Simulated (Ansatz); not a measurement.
ScPt3 (Cu3Au type, Pm-3m), the program Ansatz at the PBE level (PAW), all energies at zero smearing, with the estimated change up to a 700 eV cutoff added, with one set of potentials and settings (totals compare only within such a set). Cell of 4 atoms (1 Sc, 3 Pt): -39709.045 eV.

```tsv
element	reference phase	E (eV/atom)
Sc	P6_3/mmc, 2 atoms in the cell	-2135.8097
Pt	Fm-3m, 1 atoms in the cell	-12523.0127
```

Formation energy per atom, worked out: (-39709.045 − 1×(-2135.8097) − 3×(-12523.0127))/4 = -1.049 eV/atom (-101 kJ per mol of atoms), at 0 K, without zero-point energy or fitted corrections.

The workflow started from an entry of the Crystallography Open Database (COD). Its standing as an ambient phase is unchecked. Symmetry was held in the PBE relaxation; whether a distortion lowers the energy is not shown. No spin polarisation was allowed. The references are the lowest solids computed at this level, not always the standard phases. Spin–orbit coupling is left out wherever it is not named.

Potentials: the later of the program's two PAW sets.
